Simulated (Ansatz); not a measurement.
Si₂Ni:
```
Si2Ni
1.0
    4.22253     0.00000     0.00000
   -2.11126     3.65682     0.00000
    0.00000     0.00000     2.46772
Ni Si
1 2
Direct
  0.00000   0.00000   0.00000
  0.33333   0.66667   0.50000
  0.66667   0.33333   0.50000
```

Relaxed with PBEsol. Special points in fractions of this cell's reciprocal vectors: Γ (0.000, 0.000, 0.000); M (0.500, 0.000, 0.000); K (0.333, 0.333, 0.000); A (0.000, 0.000, 0.500); L (0.500, 0.000, 0.500); H (0.333, 0.333, 0.500).

Problem. List the band energies nearest the Fermi level at these points for plane-wave PAW PBEsol (Ansatz code).

Solution. In eV from the Fermi level; about four levels below and three above (degenerate sets whole), none deeper than 8.9 eV; points with the same levels are listed once.

```tsv
k	below	above
Γ	-0.98 -0.98 -0.11 -0.11	2.53 8.08 9.33
M	-2.33 -1.03 -0.99 -0.66	4.19 5.12 5.21
K	-2.44 -2.44 -1.02 -1.02	1.63 1.67 1.67
A	-0.44 -0.44 -0.44 -0.07	2.87 4.99 4.99
L	-1.68 -1.66 -1.01 -0.01	0.61 0.91 1.71
H	-1.36 -1.36 -1.21 -1.21	1.66 4.77 6.49 6.49
```

Space group P6/mmm. A made-up cell: these elements were put on the sites of a structure type; neither database checked (COD, Materials Project) lists it. It is not the phase usual at ambient conditions (space group No. 225). Symmetry was held in the PBEsol relaxation. At this level the phase is dynamically unstable (imaginary phonons). The workflow began spin-polarised and lost its moments.

Potentials: the later of the program's two PAW sets.
